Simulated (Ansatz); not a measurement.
An Ansatz (a first-principles code) run. Input:

Ansatz 0.2 input:
```yaml
crystal:
  lattice:
    - [5.2697462128, 0.0, 0.0]
    - [0.0, 5.2697462128, 0.0]
    - [0.0, 0.0, 5.2697462128]
  atoms:
    - { symbol: Ga, position: [0.7719266311, 0.7719266311, 0.7719266311] }
    - { symbol: Ga, position: [0.7719266311, 0.2280733689, 0.2280733689] }
    - { symbol: Ga, position: [0.2280733689, 0.7719266311, 0.2280733689] }
    - { symbol: Ga, position: [0.2280733689, 0.2280733689, 0.7719266311] }
    - { symbol: N, position: [0.0, 0.0, 0.0] }
    - { symbol: P, position: [0.0, 0.5, 0.5] }
    - { symbol: P, position: [0.5, 0.0, 0.5] }
    - { symbol: P, position: [0.5, 0.5, 0.0] }
kpoints:
  mp_grid: { grid: [6, 6, 6] }
  band_path:
    path:
      - [[0.0, 0.0, 0.0], [0.0, 0.5, 0.0], [0.5, 0.5, 0.0], [0.0, 0.0, 0.0], [0.5, 0.5, 0.5], [0.0, 0.5, 0.0]]  # Γ-X-M-Γ-R-X
      - [[0.5, 0.5, 0.5], [0.5, 0.5, 0.0]]  # R-M
    npoints: 12
basis: { xc_grid: 2 }
hamiltonian:
  xc: pbe
  pseudopotentials: { azcp: { folder: ./paw }, kind: paw_fr }
magnetization: { noncollinear: true, spin_orbit: true }
scf:
  n_extra_bands: 16
  convergence: { dr2_threshold: 0.0000000001 }
  occupations: { method: gaussian, width: 0.05 }
output: { eigenvalues: true }
```

Output (shortened):

```
Pseudopotential: Ga, paw, valence charge 13
Pseudopotential: N, paw, valence charge 5
Pseudopotential: P, paw, valence charge 5
Functional definition: PBE
non-collinear run that drives no moment, with spin-orbit …
Crystal: 8 atoms, lattice volume = 146.342 Å³
Basis set: ecut = 420 eV, 2897 PW (Γ), exchange–correlation on 72×72×72 points (8 copies of the dense FFT grid, shifted against one another)
Bands: 88, of which v1, the nominal top of the filled ones, is band 72 counted from 1 (71 counted from 0)
Symmetry: 24 space group operations + 24 with time reversal
k-points: 20 of 216 (time reversal used)
Projection manifold: j_resolved (fully-relativistic pseudo-atomic orbitals)
SCF iter   1: F=—  HF=-17786.891503 eV  |F-HF|=—  |Δ(HF+E_count)|=         —  Δρ=5.42e-2  dr2=4.53e0  dr2_m=0.00e0 (ungated)  ethr=3.10e-3  |M|=0.00e0 ∫|m|=0.00e0 μB  |m|>n=0.0e0 m-floor=0.0e0 τ_xc=0.0e0  β_m=0.30  ⟨swp⟩=6.8  Hψ=8473  notcnv=0  defer=18
preconditioner: auto → Resta (q_TF=auto, 2.424 Å⁻¹)
spin=Noncollinear: Resta preconditioning applied to the charge; magnetization (m_x, m_y, m_z) channels mix plain (no charge-response kernel on spin).
SCF iter   2: F=—  HF=-17786.240850 eV  |F-HF|=—  |Δ(HF+E_count)|=   6.51e-1  Δρ=3.93e-2  dr2=2.20e0  dr2_m=0.00e0 (ungated)  ethr=3.10e-3  |M|=0.00e0 ∫|m|=0.00e0 μB  |m|>n=0.0e0 m-floor=0.0e0 τ_xc=0.0e0  β_m=0.63  ⟨swp⟩=2.0  Hψ=2174  notcnv=0  defer=184
SCF iter   3: F=—  HF=-17785.727486 eV  |F-HF|=—  |Δ(HF+E_count)|=   5.13e-1  Δρ=6.53e-3  dr2=6.76e-2  dr2_m=0.00e0 (ungated)  ethr=3.05e-3  |M|=0.00e0 ∫|m|=0.00e0 μB  |m|>n=0.0e0 m-floor=0.0e0 τ_xc=0.0e0  β_m=0.66  ⟨swp⟩=3.0  Hψ=2341  notcnv=0  defer=184
SCF iter   4: F=—  HF=-17785.728361 eV  |F-HF|=—  |Δ(HF+E_count)|=   8.76e-4  Δρ=3.30e-3  dr2=2.19e-2  dr2_m=0.00e0 (ungated)  ethr=9.39e-5  |M|=0.00e0 ∫|m|=0.00e0 μB  |m|>n=0.0e0 m-floor=0.0e0 τ_xc=0.0e0  β_m=0.65  ⟨swp⟩=2.8  Hψ=3696  notcnv=0  defer=182
SCF iter   5: F=—  HF=-17785.729324 eV  |F-HF|=—  |Δ(HF+E_count)|=   9.63e-4  Δρ=1.16e-3  dr2=2.10e-3  dr2_m=0.00e0 (ungated)  ethr=3.04e-5  |M|=0.00e0 ∫|m|=0.00e0 μB  |m|>n=0.0e0 m-floor=0.0e0 τ_xc=0.0e0  β_m=0.83  ⟨swp⟩=2.0  Hψ=3118  notcnv=0  defer=182
SCF iter   6: F=—  HF=-17785.731707 eV  |F-HF|=—  |Δ(HF+E_count)|=   2.38e-3  Δρ=9.33e-4  dr2=1.21e-3  dr2_m=0.00e0 (ungated)  ethr=2.92e-6  |M|=0.00e0 ∫|m|=0.00e0 μB  |m|>n=0.0e0 m-floor=0.0e0 τ_xc=0.0e0  β_m=0.67  ⟨swp⟩=2.0  Hψ=3020  notcnv=0  defer=182
SCF iter   7: F=—  HF=-17785.731464 eV  |F-HF|=—  |Δ(HF+E_count)|=   2.43e-4  Δρ=1.57e-4  dr2=2.54e-5  dr2_m=0.00e0 (ungated)  ethr=1.69e-6  |M|=0.00e0 ∫|m|=0.00e0 μB  |m|>n=0.0e0 m-floor=0.0e0 τ_xc=0.0e0  β_m=0.78  ⟨swp⟩=2.0  Hψ=2980  notcnv=0  defer=182
SCF iter   8: F=—  HF=-17785.731508 eV  |F-HF|=—  |Δ(HF+E_count)|=   4.45e-5  Δρ=3.70e-5  dr2=1.58e-6  dr2_m=0.00e0 (ungated)  ethr=3.53e-8  |M|=0.00e0 ∫|m|=0.00e0 μB  |m|>n=0.0e0 m-floor=0.0e0 τ_xc=0.0e0  β_m=0.89  ⟨swp⟩=2.0  Hψ=3020  notcnv=0  defer=182
SCF iter  12: F=-17785.731538 eV  HF=-17785.731538 eV  |F-HF|=6.18e-11  |Δ(HF+E_count)|=   1.30e-9  Δρ=1.64e-7  dr2=5.11e-11  dr2_m=0.00e0 (ungated)  ethr=1.00e-12  |M|=0.00e0 ∫|m|=0.00e0 μB  |m|>n=0.0e0 m-floor=0.0e0 τ_xc=0.0e0  ⟨swp⟩=10.8  Hψ=7459  notcnv=0
SCF 1 converged in 12 iterations: F = -17785.731538 eV  dr2 = 5.11e-11
NSCF: frozen V_eff on 74 k-points
SCF converged after 12 iterations
Magnetization: |M| = 0.0000 μB,  M = (+0.0000, +0.0000, +0.0000) μB
Absolute magnetization: 0.0000 μB (∫|m|)
  site 0: m = (+0.0000, +0.0000, +0.0000) μB, |m| = 0.0000 μB  (R = 0.86 Å)
  site 1: m = (+0.0000, +0.0000, +0.0000) μB, |m| = 0.0000 μB  (R = 0.86 Å)
  site 2: m = (+0.0000, +0.0000, +0.0000) μB, |m| = 0.0000 μB  (R = 0.86 Å)
  site 3: m = (+0.0000, +0.0000, +0.0000) μB, |m| = 0.0000 μB  (R = 0.86 Å)
  site 4: m = (+0.0000, +0.0000, +0.0000) μB, |m| = 0.0000 μB  (R = 0.86 Å)
  site 5: m = (+0.0000, +0.0000, +0.0000) μB, |m| = 0.0000 μB  (R = 0.97 Å)
  site 6: m = (+0.0000, +0.0000, +0.0000) μB, |m| = 0.0000 μB  (R = 0.97 Å)
  site 7: m = (+0.0000, +0.0000, +0.0000) μB, |m| = 0.0000 μB  (R = 0.97 Å)
Free energy (F): -17785.731538 eV
Harris-Foulkes:  -17785.731538 eV  (|F-HF|=6.18e-11)
Internal energy: -17785.731251 eV  (E = F + TS)
E sigma→0 (E₀):  -17785.731395 eV
Entropy (-TS):   -0.000287 eV (-0.036 meV/atom)
Fermi energy:    7.489151 eV
--- Per-component energies (eV) ---
  E_band       = -214.863629
  E_kinetic    = 777.670835
  E_local      = -6705.318128  (includes V_loc(G=0)·N_el)
  E_nonlocal   = -234.314498
  E_hartree    = 4054.551354
  E_xc         = -529.472340
  E_vxc        = -479.876575  (∫ρ·V_xc dr)
  E_paw        = -9775.207034  (= ΣΔE_a)
  E_vpaw       = -1682.127959  (= ΣTr[D̂ρ^β])
  E_aug_tail   = 0.000139  (compensation charges beyond the density's cutoff)
  E_ewald      = -5373.641581
  E_smearing   = -0.000287  (= −TS)
  E_closure    =  0.000000  (closes the sum)
  Σ components = -17785.731538   (vs F -17785.731538, Δ=0.00e0)
  [band-id]    e_kinetic+e_local+e_nonlocal+2·e_hartree+e_vxc+e_vpaw+e_augmentation_tail = -214.863476   (vs E_band -214.863629, Δ=1.53e-4)
--- Band table (eV; the first three rows and the last of 20) ---
  k-point 0: bands = ["-8.0130", "-8.0130", "-7.3763", "-7.3763", "-7.3763", "-7.3763", "-7.3268", "-7.3268", "-7.3268", "-7.3268", "-7.2975", "-7.2975", "-7.2975", "-7.2975", "-7.2539", "-7.2539", "-7.0570", "-7.0570", "-6.9162", "-6.9162", "-6.9162", …
  k-point 1: bands = ["-8.0105", "-8.0105", "-7.3805", "-7.3805", "-7.3661", "-7.3661", "-7.3309", "-7.3309", "-7.3232", "-7.3232", "-7.2982", "-7.2982", "-7.2964", "-7.2964", "-7.2542", "-7.2542", "-7.0657", "-7.0657", "-6.9259", "-6.9259", "-6.9145", …
  k-point 2: bands = ["-8.0054", "-8.0054", "-7.3794", "-7.3794", "-7.3544", "-7.3544", "-7.3382", "-7.3382", "-7.3165", "-7.3165", "-7.3005", "-7.3005", "-7.2936", "-7.2936", "-7.2550", "-7.2550", "-7.0833", "-7.0833", "-6.9323", "-6.9323", "-6.9163", …
  k-point 19: bands = ["-8.0050", "-8.0050", "-7.3595", "-7.3595", "-7.3595", "-7.3595", "-7.3307", "-7.3307", "-7.3307", "-7.3307", "-7.3192", "-7.3192", "-7.2963", "-7.2963", "-7.2963", "-7.2963", "-7.0456", "-7.0456", "-6.9126", "-6.9126", "-6.8962", …
```

Cost: roughly 2.9 core-minutes on shared cores.

Space group P-43m. The start of the workflow was typed in or built on a structure type; neither database checked (COD, Materials Project) lists it. Its standing as an ambient phase is unchecked. The cell was relaxed with PBE under the symmetry of its start; whether a distortion lowers the energy is not shown.

Potentials: the earlier of the program's two PAW sets.

Ansatz is a plane-wave DFT program.
